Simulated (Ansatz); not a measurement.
## An elastic constant from a strain scan in WC

These are results of Ansatz 0.2.0, DFT PBEsol, scalar-relativistic, plane waves, PAW, not measurements. Settings: plane waves to 420 eV, k-mesh 18×18×16 (Γ-centred), Gaussian smearing 0.15 eV. Spin–orbit coupling is left out, which can shift energies with elements as heavy as these. No spin polarisation. Energies are free energies at this smearing, counted from the undisturbed cell; pressure is positive in compression.

Zero of the scan (as given, not relaxed at this level; it stands at -0.7 GPa):

```
CELL_PARAMETERS angstrom
2.90050 0.00000 0.00000
-1.45025 2.51191 0.00000
0.00000 0.00000 2.82900
ATOMIC_POSITIONS crystal
W 0.00000 0.00000 0.00000
C 0.66667 0.33333 0.50000
```

The cell is strained by ε times the Voigt pattern (1, -1, 0, 0, 0, 0) (xx, yy, zz, yz, xz, xy; engineering shear) with fractional coordinates fixed. The cell holds 2 atoms in V0 = 20.61 Å³. The stress column is τ = (1/V0) dE/dε, got from the stress tensor σ (compression positive) at each point as −det(1 + εP) σ : P(1 + εP)⁻¹, with P the pattern as a tensor.

```csv
ε,ΔE (meV/atom),τ (GPa)
-0.0200,13.459,-21.232
-0.0150,7.524,-15.714
-0.0100,3.329,-10.380
-0.0050,0.829,-5.169
0.0000,0.000,0.000
0.0050,0.828,5.134
0.0100,3.292,10.172
0.0150,7.352,15.056
0.0175,9.967,17.452
0.0200,?,?
```

Task: Which combination of elastic constants does this scan measure, and how large is it?

Result: For small ε, τ = τ0 + Kε with K = pᵀCp, which for this pattern is C11 + C22 − 2 C12 in the Cartesian frame shown. The parabola through τ at ε = -0.0050, 0 and 0.0050 has slope K = 1030 GPa at zero. The energies per cell, E = NΔE, of the same two points give K = 2[E(ε₊)/ε₊ − E(ε₋)/ε₋]/[(ε₊ − ε₋)V0] = 1031 GPa, in agreement. These are clamped-ion values.

Task: Predict the withheld row at ε = 0.0200 from the harmonic law, and compare.

Result: ΔE = V0(τ0 ε + Kε²/2)/N = 13.255 meV/atom and τ = 20.61 GPa. The calculation gives 12.963 meV/atom and 19.83 GPa, a miss of 2.2 % of the harmonic energy, so the harmonic law still holds here.

Forces appear on the atoms along this scan, and letting them relax would lower the energy and soften the response. In a metal these slopes depend on the k mesh and the smearing.